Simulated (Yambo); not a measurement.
Here is the system:

```
LiBH4
1.0
    4.18000     0.00000     0.00000
   -2.09000     3.61999     0.00000
    0.00000     0.00000     6.70992
H Li B
8 2 2
Direct
  0.33333   0.66667   0.37631
  0.66667   0.33333   0.87631
  0.17467   0.34935   0.61833
  0.82533   0.17467   0.11833
  0.65065   0.82533   0.61833
  0.82533   0.65065   0.11833
  0.17467   0.82533   0.61833
  0.34935   0.17467   0.11833
  0.33333   0.66667   0.00588
  0.66667   0.33333   0.50588
  0.33333   0.66667   0.55779
  0.66667   0.33333   0.05779
```

Workflow: LDA (Quantum ESPRESSO, PseudoDojo norm-conserving, 76 Ry, scalar-relativistic), then G0W0 in Yambo (3×3×2 Γ-centred k mesh, bands 3 to 179 and a 8 Ry block in the screening, 179 bands in G with the Bruneval-Gonze terminator, plasmon pole fitted at 27.2 eV).

Question: Give the LDA and G0W0 gaps between the band edges found on this mesh, and say where the edges lie.

Answer: Edges: Γ → K. LDA: 6.38 eV; G0W0: 9.29 eV. The mesh misses an edge: along a dense path the LDA gap is 6.27 eV. Nearest settings tried, and what they do to the gap: 136 bands in W, 136 bands in G: -19 meV; 6 Ry block (161 vectors against 287): -129 meV; 3×3×1 mesh: -30 meV. So the settings aren't converged at that level. 

Geometry of the Materials Project entry, not relaxed at this level.

The structure is a Materials Project entry; no match was found in the copy of COD used, and its stability was not checked.
